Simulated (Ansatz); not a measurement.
Relaxed PbSe (rock salt):

```
PbSe
1.0
    0.00000     3.10888     3.10888
    3.10888     0.00000     3.10888
    3.10888     3.10888     0.00000
Se Pb
1 1
Direct
  0.00000   0.00000   0.00000
  0.50000   0.50000   0.50000
```

In this cell atom 2 (Pb, nearest neighbour Se at 3.109 Å; its periodic images, 4.4 Å or more away, move with it) is moved by s along Cartesian [111], unit vector (0.577, 0.577, 0.577); all other atoms and the cell stay fixed.

All values below come from PBE (plane waves to 420 eV, PAW, scalar-relativistic; Ansatz, a program for electronic structure). k mesh 8×8×8 (Γ-centred), Fermi-Dirac smearing 0.05 eV. E stands for the smeared free energy. Stress and pressure are positive under compression. PbSe was relaxed with its symmetry unable to fall. Spin-orbit coupling is left out, though Pb is heavy. ΔE is measured from the undisplaced structure.

What ΔE (meV/cell) and P (GPa) does the calculation give at s (Å) = -0.930, -0.372, 0.186, 0.372, 0.744?


| s (Å) | ΔE (meV/cell) | P (GPa) |
|---|---|---|
| -0.930 | 741 | 9.64 |
| -0.372 | 48 | 1.71 |
| 0.186 | 6 | 0.42 |
| 0.372 | 48 | 1.71 |
| 0.744 | 408 | 6.50 |

(A displaced cell: forces are minus the slopes of the energy, force constants its curvatures, and phonons follow from these.)
